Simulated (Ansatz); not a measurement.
A trial cell of Cd2Ge, before relaxation:

Space group P4/nmm:1 (No. 129). a = 5.254 Å, b = 5.254 Å, c = 5.140 Å, α = 90.00°, β = 90.00°, γ = 90.00°
```
atom  site  symmetry       x       y       z
  Cd    2a      -4m2  0.0000  0.0000  0.0000
  Cd    2c       4mm  0.5000  0.0000  0.0036
  Ge    2c       4mm  0.5000  0.0000  0.4184
```

Theory: Ansatz, DFT PBE, scalar-relativistic, plane waves, PAW. Cutoff 420 eV, Gaussian smearing, Γ-centred meshes. Cell and atoms relax first on a coarse mesh and then on a finer one. In between, the cell is made exact in the group found at 0.06 Å. In metals the finer mesh still leaves noise of several meV/atom or more. The steps can't lower the symmetry of their start. No spin polarisation.

A guess keeps its type if space group and coordination stay and the shape of the cell changes little (axis ratios within about 15 %, angles within 6°); the volume may change.

Question: Will the relaxed cell still be of the starting type?

Answer: It doesn't keep its type. The symmetry stays P4/nmm (No. 129). The end has the Cu2Sb type. The volume per atom shrinks by 2.8 %, from 23.6 to 23.0 Å³. The shortest distance goes from 2.13 Å (Cd–Ge) to 2.74 Å (Cd–Ge). The ratio c/a of the conventional cell changes by a factor of 1.61. Counting neighbours within 15 % of an atom's shortest distance, the start has Cd 1/4, Ge 1 and the end Cd 1/12, Ge 5. In detail, at the end Cd on a site of symmetry -4m2 has 4 Ge at 2.93 Å and 8 Cd at 3.14–3.22 Å; Cd on a site of symmetry 4mm is surrounded by 1 Ge at 2.74 Å, 4 Ge at 3.17 Å and 4 Cd at 3.22 Å; around Ge lie 1 Cd at 2.74 Å, 4 Cd at 2.93 Å and 4 Cd at 3.17 Å.

```cif
data_structure
_symmetry_space_group_name_H-M 'P4/nmm:1'
_symmetry_Int_Tables_number 129
_cell_length_a 4.4427
_cell_length_b 4.4427
_cell_length_c 6.9826
_cell_angle_alpha 90.000
_cell_angle_beta 90.000
_cell_angle_gamma 90.000
_cell_volume 137.82
loop_
_atom_site_label
_atom_site_type_symbol
_atom_site_symmetry_multiplicity
_atom_site_Wyckoff_symbol
_atom_site_fract_x
_atom_site_fract_y
_atom_site_fract_z
_atom_site_occupancy
Cd1 Cd 2 a 0.00000 0.00000 0.00000 1
Cd2 Cd 2 c 0.50000 0.00000 0.66586 1
Ge1 Ge 2 c 0.50000 0.00000 0.27404 1
```

The last run used an 8×8×6 mesh (in the run's order of axes) for its 6-atom cell and Gaussian smearing of 0.10 eV. A structure relaxed within its symmetry needn't be a true minimum.

In counts of neighbours, a slash parts the counts of unlike sites.
